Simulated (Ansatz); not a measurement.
# Strain and the gap of Ba2TeS (ordering on rocksalt)

Ba2TeS, ordered on the rocksalt lattice (R-3m) with 4 atoms a cell, relaxed with r2SCAN in the PAW code Ansatz. The symmetry is R-3m (No. 166, trigonal); conventional cell a = 4.751 Å, c = 23.468 Å, 38.23 Å³ an atom. Around S lie 6 Ba at 3.27 Å; around Te lie 6 Ba at 3.47 Å; around Ba lie 3 S at 3.27 Å and 3 Te at 3.47 Å.

The axes x, y and z are those of this cell:
```yaml
crystal:
  lattice:
    - [2.37562, 1.37156, 7.82254]
    - [-2.37562, 1.37156, 7.82254]
    - [0.00000, -2.74312, 7.82254]
  atoms:
    - { symbol: S, position: [0.00000, 0.00000, 0.00000] }
    - { symbol: Te, position: [0.50000, 0.50000, 0.50000] }
    - { symbol: Ba, position: [0.25754, 0.25754, 0.25754] }
    - { symbol: Ba, position: [0.74246, 0.74246, 0.74246] }
```

Unstrained: The PBE gap is indirect, 1.641 eV (Γ to F), below the direct gap of 1.962 eV at F. The r2SCAN gap is indirect, 1.965 eV (Γ to F), below the direct gap of 2.292 eV at F. With HSE06 the valence top lies at Γ and the conduction bottom at F, 2.367 eV higher; the smallest vertical gap, at F, is 2.732 eV. Meshes: PBE 6×6×6, r2SCAN 6×6×6, HSE06 4×4×4. Strains are changes of length per length. After each strain the atoms were relaxed again with r2SCAN in this cell and within any symmetry left, so distortions that break it or need a larger cell weren't tested; points keep the names that they have in the unstrained zone. All values are calculated for a non-magnetic cell, which may be hypothetical.

Changes of the least gap in eV (an overlap counts as a negative gap):
```
                            strain  volume change (%)  space group     PBE  r2SCAN  HSE06  energy rise, r2SCAN (meV/atom)
biaxial -3.97 % in x and y, z held               -7.8         R-3m  -0.275  -0.282      –                            34.4
```

Biaxial -3.97 % in x and y, z held. r2SCAN: the gap goes from 1.965 to 1.683 eV (-0.282 eV); with r2SCAN the top three valence levels at Γ, grouped 2+1 from the top over 322 meV, become 2+1 over 527 meV. Stress change with r2SCAN, compression positive: xx +3.91, yy +3.91, zz +2.68 GPa.

Spin-orbit coupling is left out, which matters wherever the heavy atoms make up the band edges.

The splittings at Γ are without spin-orbit coupling, which is tenths of an eV in such compounds, regroups them and changes the shifts of the gap.
